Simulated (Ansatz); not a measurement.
## Ti (Im-3m), stationary points along a deformation path

These are results of Ansatz 0.2.0, DFT PBEsol, scalar-relativistic, plane waves, PAW, not measurements. Cutoff 420 eV, Γ-centred 22×22×22 k-points, Gaussian smearing of 0.15 eV. No spin polarisation. Energies are free energies at this smearing, counted from the undisturbed cell; pressure is positive in compression.

The undisturbed cell (as given, not relaxed at this level; it stands at -6.7 GPa; this bcc form isn't the usual structure):

```
CELL_PARAMETERS angstrom
-1.64100 1.64100 1.64100
1.64100 -1.64100 1.64100
1.64100 1.64100 -1.64100
ATOMIC_POSITIONS crystal
Ti 0.00000 0.00000 0.00000
```

At fixed volume and fractional coordinates, lengths along (0.577, 0.577, 0.577) are scaled against those across it; ρ is that ratio over its starting value. V = 17.676 Å³/atom. Δσ is the stress along the axis less the mean stress across it (compression positive).

| ρ | ΔE (meV/atom) | Δσ (GPa) | space group |
| --- | --- | --- | --- |
| 0.500 | 2278.7 | 164.05 | R-3m |
| 0.600 | 777.7 | 70.24 | R-3m |
| 0.710 | 183.8 | 28.07 | R-3m |
| 0.850 | 19.9 | 1.08 | R-3m |
| 0.930 | 10.2 | 2.81 | R-3m |
| 1.000 | 0.0 | 0.00 | Im-3m |
| 1.080 | 18.5 | -6.84 | R-3m |
| 1.200 | 107.7 | -15.45 | R-3m |
| 1.410 | 313.6 | -19.18 | R-3m |
| 1.700 | 601.4 | -18.58 | R-3m |
| 2.000 | 713.6 | 0.00 | Pm-3m |

Task: How does the stress give the slope of the energy, and where is the energy stationary?

Result: Along the path d ln(length) is 2/3 d ln ρ on the axis and −1/3 d ln ρ across it, so dE/d ln ρ = −(2/3) V Δσ: the energy falls with ρ where Δσ is positive. Δσ vanishes or changes sign at ρ = 1.000 (Im-3m), a minimum at 0.0 meV/atom; at ρ = 2.000 (Pm-3m, an end of the scan), at 713.6 meV/atom. Pairs of stationary points between two samples would go unseen, and could change a minimum read from distant neighbours into a maximum. At ρ = 1.000, 2.000 the cell is cubic, where symmetry alone makes the stress isotropic and the slope zero.

Task: Which shear constant sets the curvature at ρ = 1?

Result: For a cubic crystal E/V = (2/3) C (ln ρ)² with C = C44, so Δσ = −2C ln ρ. The parabola of Δσ against ln ρ through ρ = 0.930, 1 and 1.080 gives C ≈ 32 GPa with the ions clamped, rough because the steps are large. It is the stress–strain coefficient at this cell's pressure of -6.7 GPa, not the zero-pressure constant.

In a metal these slopes depend on the k mesh and the smearing.